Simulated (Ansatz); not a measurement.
An element in the bcc structure gives these cold pressures by all-electron LAPW under PBEsol (Ansatz 0.2.0, scalar-relativistic, no spin polarisation).

```csv
V (Å³/atom),P (GPa)
21.37,-0.03
19.66,5.58
17.95,15.24
16.24,31.8
14.53,61.2
12.82,115.0
11.11,218.7
9.61,394.2
```

Task: Which element is it?

Result: Cd. Its zero-pressure volume in this structure is near 21.4 Å³/atom; the volume and the steepness of P(V) together point to it, though neighbours can come close. Other candidates weren't computed, and some may come near.
